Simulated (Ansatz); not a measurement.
Relaxation of a generated trial cell of Ta in the dhcp structure type; 4 atoms in the cell, which starts as P6₃/mmc (No. 194), hP4; a = 2.964 Å, b = 2.964 Å, c = 9.535 Å, α = 90.00°, β = 90.00°, γ = 120.00°. Method: PBEsol (plane waves to 420 eV, PAW, scalar-relativistic; Ansatz, a quantum-chemistry and plane-wave program). Γ-centred k-mesh 13×13×4 on the run's cell (coarser than for final values), Fermi–Dirac smearing 0.05 eV. This is the first round of the run. 

The optimiser's lines from the output (shortened; P is positive under compression):

```
relax step   1: F+E_penalty+E_count = -39228.48263346 eV  Δ(F+E_penalty+E_count) = +0.000e0 eV  max|allowed force component| = 1.330e-16 eV/Å  Δτ_max = 0.0000 Å  P = +0.565 GPa  Ω = 72.529 Å³  (7 SCF iters, dr2 threshold 1.00e-7 eV, accepted)
relax step   2: F+E_penalty+E_count = -39228.54397730 eV  Δ(F+E_penalty+E_count) = -6.134e-2 eV  max|allowed force component| = 8.038e-17 eV/Å  Δτ_max = 0.0000 Å  P = -1.323 GPa  Ω = 73.135 Å³  (6 SCF iters, dr2 threshold 4.00e-7 eV, accepted)
relax step   3: F+E_penalty+E_count = -39228.53811426 eV  Δ(F+E_penalty+E_count) = +5.863e-3 eV  max|allowed force component| = 3.701e-17 eV/Å  Δτ_max = 0.0000 Å  P = +2.637 GPa  Ω = 71.708 Å³  (5 SCF iters, dr2 threshold 4.00e-7 eV, rejected (line search))
relax step   4: F+E_penalty+E_count = -39228.54609519 eV  Δ(F+E_penalty+E_count) = -2.118e-3 eV  max|allowed force component| = 8.269e-17 eV/Å  Δτ_max = 0.0000 Å  P = -0.022 GPa  Ω = 72.656 Å³  (7 SCF iters, accepted)
relax step   5: F+E_penalty+E_count = -39228.54609737 eV  Δ(F+E_penalty+E_count) = -2.180e-6 eV  max|allowed force component| = 4.626e-17 eV/Å  Δτ_max = 0.0000 Å  P = +0.000 GPa  Ω = 72.648 Å³  (7 SCF iters, dr2 threshold 1.83e-9 eV, accepted)
relax step   6: F+E_penalty+E_count = -39228.54623171 eV  Δ(F+E_penalty+E_count) = -1.343e-4 eV  max|allowed force component| = 3.527e-17 eV/Å  Δτ_max = 0.0000 Å  P = +0.000 GPa  Ω = 72.648 Å³  stress off target by 9.22e-3 GPa  SCF on the basis re-selected at this cell (its energy is not comparable with the rows above)  (9 SCF iters)
```

From the first to the last row the energy changes by -0.02 eV/atom and the volume by +0.2 %. The last row is marked as not comparable with the walk above it, whose basis was carried along; it does compare with step 1, since both stand on a basis selected at the nominal cutoff for their own cell.

Step 3 was rejected by the optimiser.

Later rounds, restarted from the end of this one on a renewed k-mesh, logged 6 more steps and released under 0.01 eV/atom more. The final structure after all rounds: P6₃/mmc (No. 194), hP4, AFLOW prototype A_hP4_194_ac (A3', as in La); a = b = 2.9051 Å, c = 9.9430 Å, α = β = 90.00°, γ = 120.00°. Between re-selections the logged energies stand on a plane-wave basis carried along with the cell. No spin polarisation in the result.

The run could not lose the symmetry of its start, so the end can be a saddle point.

All atoms sit on sites fixed by symmetry, so only the cell could relax.

The relaxed structure here is a generated cell of Ta: the first start was made by placing the elements on the sites of a structure type, and the end was not matched to a known phase here, so it may be hypothetical. Known forms of Ta include space group No. 229.
